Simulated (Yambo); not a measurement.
**Convergence of the G0W0 gap of Ag2S**

G0W0@PBEsol for Ag₂S (space group P1, No. 1) in Yambo. Reference settings: 4×4×2 Γ-centred k mesh, bands 17 to 160 and a 6 Ry block in the screening, 160 bands in G with the Bruneval-Gonze terminator, plasmon pole fitted at 27.2 eV. The PBEsol gap (0, -0.5, 0) → Γ on this mesh is 1.23 eV; G0W0 gaps are taken between the same points.

| change from the reference | G0W0 gap (0, -0.5, 0) → Γ (eV) | shift of the valence edge (eV) | rough Yambo cost |
|---|---|---|---|
| reference settings | 2.11 | -0.45 | 1 |
| 78 bands in W, 78 bands in G | 2.36 | -0.25 | about 1/3 |
| 113 bands in W, 113 bands in G | 2.20 | -0.36 | within a factor of two |
| 78 bands in G | 2.16 | -0.38 | – |
| 113 bands in G | 2.12 | -0.43 | – |
| 90 bands in W | 2.27 | -0.34 | about 1/2 |
| 2 Ry block | 2.19 | -0.42 | within a factor of two |
| 3 Ry block | 2.08 | -0.39 | within a factor of two |
| 5 Ry block | 2.09 | -0.42 | within a factor of two |
| no random integration | 2.08 | -0.29 | – |
| 2×2×1 mesh | 2.00 | -0.31 | about 1/20 |
| 78 bands in G, no terminator | 2.06 | 0.16 | – |
| 113 bands in G, no terminator | 2.00 | -0.09 | – |
| no terminator | 2.02 | -0.25 | – |

The reference isn't shown to be the converged limit. Costs are rough (shared machines), scaled to the same edge states, and given only for runs that recompute the screening.

Spin-orbit splittings are left out.

Geometry of the Materials Project entry, not relaxed at this level; primitive cell a = 4.2415 Å, b = 4.2635 Å, c = 7.6796 Å, α = 89.15°, β = 89.60°, γ = 68.38°.

The structure is a Materials Project entry; no match was found in the copy of COD used, and its stability was not checked.

A shift is the quasiparticle energy of the state minus its PBEsol energy.
